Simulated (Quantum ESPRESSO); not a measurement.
Inputs of pw.x and gipaw.x (a modified build of Quantum ESPRESSO, PBE) for AgBr; the starting potential comes from an earlier run on another mesh:

```
&CONTROL
  calculation = 'scf'
  prefix = 'x'
  pseudo_dir = './pseudo'
  outdir = './out'
  tprnfor = .true.
/
&SYSTEM
  ibrav = 0
  nat = 2
  ntyp = 2
  ecutwfc = 40
  ecutrho = 160
  occupations = 'fixed'
  nbnd = 9
/
&ELECTRONS
  conv_thr = 1e-11
  startingpot = 'file'
/
ATOMIC_SPECIES
Ag 107.868 Ag.GGA_PBE-JTH.UPF
Br 79.904 Br.GGA_PBE-JTH.UPF
CELL_PARAMETERS angstrom
    0.000000000000     2.892170000000     2.892170000000
    2.892170000000     0.000000000000     2.892170000000
    2.892170000000     2.892170000000     0.000000000000
ATOMIC_POSITIONS crystal
Ag     0.000000000000     0.000000000000     0.000000000000
Br     0.500000000000     0.500000000000     0.500000000000
K_POINTS automatic
8 8 8 1 1 1
```

```
&INPUTGIPAW
  job = 'nmr'
  prefix = 'x'
  tmp_dir = './out/'
  restart_mode = 'from_scratch'
  pawproj(1) = .true.
  pawproj(2) = .true.
  use_nmr_macroscopic_shape = .false.
/
```

Geometry: a computed entry of the Materials Project; it was not checked against measured cells. It is AgBr in Fm-3m. Stability against distortions was not tested. The run has no spin polarisation.

What does gipaw.x print for the total shieldings?


```
     Total NMR chemical shifts in ppm: ---------------------------------------
     (adopting the Simpson convention for anisotropy and asymmetry)-----------

     Atom  1  Ag  pos: (  0.000000  0.000000  0.000000)  Total sigma:        3358.93
          3358.9319         -0.0000         -0.0000
            -0.0000       3358.9319         -0.0000
            -0.0000         -0.0000       3358.9319

     Ag      1    anisotropy:      0.00    eta:    0.0000
     Ag      1    sigma_11=   3358.93
     Ag      1    sigma_22=   3358.93
     Ag      1    sigma_33=   3358.93

     Atom  2  Br  pos: (  0.707107  0.707107  0.707107)  Total sigma:        2458.77
          2458.7722          0.0000          0.0000
             0.0000       2458.7722          0.0000
             0.0000          0.0000       2458.7722

     Br      2    anisotropy:      0.00    eta:    0.0000
     Br      2    sigma_11=   2458.77
     Br      2    sigma_22=   2458.77
     Br      2    sigma_33=   2458.77
```
The printed anisotropy is 3/2 (σ_33 − σ_iso) in the program's own order; the axes are left out here. All sites are cubic, so the anisotropy vanishes by symmetry. Shieldings are absolute and leave out the bulk-susceptibility term; a larger σ means a smaller chemical shift. In our sweeps, cutoffs and meshes of this size left a few ppm, and up to some 20 ppm on atoms from Zn on. Spin–orbit coupling is left out; its weight grows with the heaviest atom, Ag here. No d partial waves on Br: the paramagnetic term there is incompletely reconstructed. With so small a Kohn–Sham gap, σ hangs strongly on the functional and the mesh. The structure is static (0 K, no zero-point motion).
